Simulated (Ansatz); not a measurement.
Bi:
```xyz
1
Lattice="3.2505 0.0000 0.0000 0.0000 3.2505 0.0000 0.0000 0.0000 3.2505" Properties=species:S:1:pos:R:3 pbc="T T T"
Bi     0.0000     0.0000     0.0000
```

Relaxed with r²SCAN.

Q: Map the electron localisation function on the plane through (0.000, 0.000, 0.000) spanned by u = [1, 0, 0] and v = [0, 1, 0] in lattice vectors, from the program Ansatz at the r²SCAN level (PAW).

A: x is the fraction of u, y of v (the angle between them is 90°; rows are the nearest grid lines); atoms in the plane: Bi at (0.00, 0.00).
```
y \ x   0.000  0.0625  0.188  0.250  0.375  0.438  0.562  0.625  0.750  0.812  0.938   1.00
------  -----  ------  -----  -----  -----  -----  -----  -----  -----  -----  -----  -----
1.00    0.320   0.129  0.252  0.388  0.435  0.441  0.441  0.435  0.388  0.252  0.129  0.320
0.938   0.129   0.107  0.279  0.398  0.434  0.436  0.436  0.434  0.398  0.279  0.107  0.129
0.875   0.125   0.147  0.345  0.419  0.430  0.418  0.418  0.430  0.419  0.345  0.147  0.125
0.750   0.388   0.398  0.427  0.423  0.388  0.323  0.323  0.388  0.423  0.427  0.398  0.388
0.688   0.430   0.430  0.423  0.418  0.326  0.245  0.245  0.326  0.418  0.423  0.430  0.430
0.625   0.435   0.434  0.419  0.388  0.239  0.166  0.166  0.239  0.388  0.419  0.434  0.435
0.562   0.441   0.436  0.382  0.323  0.166  0.112  0.112  0.166  0.323  0.382  0.436  0.441
0.438   0.441   0.436  0.382  0.323  0.166  0.112  0.112  0.166  0.323  0.382  0.436  0.441
0.375   0.435   0.434  0.419  0.388  0.239  0.166  0.166  0.239  0.388  0.419  0.434  0.435
0.312   0.430   0.430  0.423  0.418  0.326  0.245  0.245  0.326  0.418  0.423  0.430  0.430
0.250   0.388   0.398  0.427  0.423  0.388  0.323  0.323  0.388  0.423  0.427  0.398  0.388
0.125   0.125   0.147  0.345  0.419  0.430  0.418  0.418  0.430  0.419  0.345  0.147  0.125
0.0625  0.129   0.107  0.279  0.398  0.434  0.436  0.436  0.434  0.398  0.279  0.107  0.129
0.000   0.320   0.129  0.252  0.388  0.435  0.441  0.441  0.435  0.388  0.252  0.129  0.320
```

The density is the valence pseudo-density with augmentation charge, so density and ELF within about 1 Å of a nucleus are not all-electron values.

Space group Pm-3m (simple cubic). The start of the workflow was typed in or built on a structure type; neither database checked (COD, Materials Project) lists it. It is not the phase usual at ambient conditions (space group No. 166). The r²SCAN relaxation kept the symmetry of its start; whether a distortion lowers the energy is not shown. Spin–orbit coupling is left out wherever it is not named.

Potentials: the earlier of the program's two PAW sets.
